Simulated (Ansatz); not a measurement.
KMgH3 (cubic perovskite, Pm-3m) at seven volumes, LDA (plane waves, PAW; program Ansatz), scaled uniformly. One row is withheld.

```
V (Å³/atom)  P (GPa)
-----------  -------
10.901          4.56
11.261             ?
11.620          1.31
11.979          0.00
12.339         -1.13
12.698         -2.12
13.057         -2.98
```

Problem. Fit the shown pressures and predict the withheld one.

Solution. P = (3/2)B₀(x^(7/2) − x^(5/2))[1 + (3/4)(B′ − 4)(x − 1)] with x = (V₀/V)^(2/3). Least squares on the six rows gives V₀ = 11.980 Å³/atom, B₀ = 40.6 GPa, B′ = 3.70. At V = 11.261, x = 1.0421 and P = 2.82 GPa. The run itself gave 2.82 GPa.

The workflow started from a Materials Project entry (that database holds measured and hypothetical structures alike); the Crystallography Open Database files this formula in space group No. 221, but the cells were not matched. Its standing as an ambient phase is unchecked. Symmetry was held in the LDA relaxation; phonons on a q-mesh show no instability.

Potentials: the later of the program's two PAW sets.
